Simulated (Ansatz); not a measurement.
Relaxed-ion elastic tensor of SiO₂ in space group R32 (No. 155; Si on 9e, O on 9e, O on 9d) in GPa (Voigt order), r²SCAN (plane waves, PAW; program Ansatz); density 2.09 g/cm³, 15.94 Å³ per atom.

```
 81.6   32.9   65.7   23.2    0.0    0.0
 32.9   81.6   65.7  -23.2    0.0    0.0
 65.7   65.7    246    0.0    0.0    0.0
 23.2  -23.2    0.0   44.5    0.0    0.0
  0.0    0.0    0.0    0.0   44.5   23.2
  0.0    0.0    0.0    0.0   23.2   24.4
```

Question: Is the crystal mechanically stable?

Answer: Yes: the smallest eigenvalue of C is 9.1 GPa.

Question: Work out the Voigt, Reuss and Hill averages.

Answer: K_V = 82.0, K_R = 56.8, K_H = 69.4; G_V = 39.0, G_R = 18.0, G_H = 28.5 GPa.

Question: Give Young's modulus, Poisson's ratio, Pugh's ratio and the universal anisotropy index.

Answer: E = 9KG/(3K + G) = 75.1 GPa; ν = 0.32; K/G = 2.44 (ductile by the Pugh limit of 1.75); A_U = 5G_V/G_R + K_V/K_R − 6 = 6.30.

Question: Estimate the sound speeds and the Debye temperature.

Answer: v_l = √((K + 4G/3)/ρ) = 7170 m/s, v_t = √(G/ρ) = 3690 m/s, mean 4140 m/s; Θ = (h/k)(3n/4πV)^(1/3) v_m = 489 K.

Question: Solve the Christoffel equation for the three sound speeds along x, y, z.

Answer: Eigenvalues of C_ijkl n_j n_l equal ρv² (piezoelectric stiffening left out). In km/s, slowest first: x 2.09, 5.35, 6.25; y 3.42, 4.00, 6.67; z 4.62, 4.62, 10.86.

Question: How much does each axis shrink under pressure?

Answer: Linear compressibilities β_i = Σ_j S_ij (j = 1 to 3): x 9.2, y 9.2, z -0.87 per TPa.

The workflow started from a Materials Project entry (that database holds measured and hypothetical structures alike); the Crystallography Open Database copy checked does not list it. It is not the phase usual at ambient conditions (space group No. 92, 152, 154). The cell was relaxed with r²SCAN under the symmetry of its start; phonons show weakly imaginary modes.

Potentials: the earlier of the program's two PAW sets.
